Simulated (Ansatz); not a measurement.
# Y2C under strains and displacements

All numbers below come from DFT PBEsol, scalar-relativistic, plane waves, PAW in Ansatz 0.2.0.

Settings: cutoff 420 eV, Γ-centred mesh 15×15×15 on the computed 3-atom cell, Gaussian smearing of 0.10 eV; no spin polarisation.

Reference cell:

```yaml
crystal:
  lattice:
    - [1.81242, 1.04640, 5.98800]
    - [-1.81242, 1.04640, 5.98800]
    - [0.00000, -2.09280, 5.98800]
  atoms:
    - { symbol: Y, position: [0.25793, 0.25793, 0.25793] }
    - { symbol: Y, position: [0.74207, 0.74207, 0.74207] }
    - { symbol: C, position: [0.00000, 0.00000, 0.00000] }
```

Each variant moves atoms of this cell by the vectors given, if any (Å), and then applies a symmetric strain (tensor components, Cartesian axes). The reference cell isn't relaxed at this level. Energies are per atom at zero smearing, counted from the lowest variant. Pressure is positive in compression.

1. strain (xx yy zz yz xz xy, %) -1.02 -1.02 7.98 0.00 0.00 0.00; moves: Y1 (0.000, 0.000, -0.073); Y2 (0.000, 0.000, 0.073)
2. strain (xx yy zz yz xz xy, %) -5.96 -5.96 3.04 0.00 0.00 0.00; moves: Y1 (0.000, 0.000, 0.184); Y2 (0.000, 0.000, -0.184)
3. strain (xx yy zz yz xz xy, %) -1.86 -1.86 7.14 0.00 0.00 0.00; moves: Y1 (0.000, 0.000, 0.037); Y2 (0.000, 0.000, -0.037)
4. strain (xx yy zz yz xz xy, %) 4.22 4.22 5.72 0.00 0.00 0.00; moves: Y1 (0.000, 0.000, -0.122); Y2 (0.000, 0.000, 0.122)

```json
{"result": "A", "ΔE (meV/atom)": "318.6", "P (GPa)": "-13.04", "largest force (eV/Å)": "2.80"}
{"result": "B", "ΔE (meV/atom)": "178.8", "P (GPa)": "16.19", "largest force (eV/Å)": "3.24"}
{"result": "C", "ΔE (meV/atom)": "0.0", "P (GPa)": "-4.22", "largest force (eV/Å)": "0.93"}
{"result": "D", "ΔE (meV/atom)": "164.0", "P (GPa)": "-8.83", "largest force (eV/Å)": "2.53"}
```

Problem. Which variant gave which result?

Solution. A is 4, B is 2, C is 3, D is 1. The pressure falls as the cell grows: from the smallest volume to the largest the variants are 2, 3, 1, 4.